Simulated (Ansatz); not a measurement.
A geometry of Al₂Cu away from equilibrium: step 2 of the relaxation of a generated cell, Al2Cu placed in the AFLOW prototype AB2_oC24_41_2a_2b (C_e, as in Sn2Pd). The numbers are results of r2SCAN (plane waves to 500 eV, PAW, scalar-relativistic; Ansatz, an electronic-structure program), not measurements. Γ-centred k-mesh 7×7×7 on the run's cell, Fermi–Dirac smearing 0.05 eV. The plane waves were selected for a different cell earlier on the path.

```xyz
12
Lattice="5.7781 0.0000 0.0000 0.0000 2.8970 5.5221 0.0000 -2.8970 5.5221" Properties=species:S:1:pos:R:3 pbc="T T T"
Cu     0.0000     0.0000    10.9532
Cu     2.8890     0.0000     5.4311
Cu     0.0000     0.0000     8.3882
Cu     2.8890     0.0000     2.8661
Al     3.8483    -1.9324     4.1430
Al     1.9298     1.9324     4.1430
Al     0.9592    -0.9646     4.1430
Al     4.8189     0.9646     4.1430
Al     4.3338    -1.4398     6.9051
Al     1.4443     1.4398     6.9051
Al     1.4447    -1.4572     6.9051
Al     4.3334     1.4572     6.9051
```

Task: Give the Cartesian forces on all atoms (eV/Å).

Result: 
```tsv
atom	Fx	Fy	Fz
Cu1	0.00	0.00	0.16
Cu2	0.00	0.00	0.16
Cu3	0.00	0.00	-0.22
Cu4	0.00	0.00	-0.22
Al5	0.29	0.29	0.02
Al6	-0.29	-0.29	0.02
Al7	0.29	-0.29	0.02
Al8	-0.29	0.29	0.02
Al9	0.00	0.03	0.01
Al10	0.00	-0.03	0.01
Al11	0.00	-0.03	0.01
Al12	0.00	0.03	0.01
```

The path ends in Cmce (No. 64). No spin polarisation in the result.

The run could not lose the symmetry of its start: the end is stationary, and may be a saddle point rather than a minimum.

The end of the path is a generated cell of Al2Cu: the first start was made by placing the elements on the sites of a structure type, and the end was not matched to a known phase here, so it may be hypothetical. Known forms of Al2Cu include space group No. 140.
